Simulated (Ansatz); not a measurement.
Consider the following.

CuI:
```cif
data_CuI
_chemical_formula_sum 'Cu1 I1'
_space_group_name_H-M_alt 'P-6m2'
_space_group_IT_number 187
_space_group_name_Hall 'P -6 2'
_cell_length_a 3.95140
_cell_length_b 3.95140
_cell_length_c 3.68528
_cell_angle_alpha 90.000
_cell_angle_beta 90.000
_cell_angle_gamma 120.000
loop_
_atom_site_label
_atom_site_type_symbol
_atom_site_symmetry_multiplicity
_atom_site_Wyckoff_symbol
_atom_site_fract_x
_atom_site_fract_y
_atom_site_fract_z
_atom_site_occupancy
Cu1 Cu 1 a 0.00000 0.00000 0.00000 1
I1 I 1 f 0.66667 0.33333 0.50000 1
```

This is the PBE-relaxed structure.

**Question.** All from DFT-PBE in the program Ansatz with PAW potentials, unless another level is named. Estimate the electronic character.

**Answer.** metallic (no gap).

**Question.** Predict the formation energy from the elements (no fitted shifts).

**Answer.** 268 meV/atom.

**Question.** Give the density of states at the Fermi level.

**Answer.** 0.26 states/eV per atom (mean over ±0.08 eV).

The cell is a constructed one: a structure type filled with these elements; neither database checked (COD, Materials Project) lists it. It is not the phase usual at ambient conditions (space group No. 216). The PBE relaxation kept the symmetry of its start; its stability against distortions is not shown here. No spin polarisation was allowed. The references are the lowest solids computed at this level, not always the standard phases. Spin–orbit coupling is left out wherever it is not named.

Potentials: the later of the program's two PAW sets.
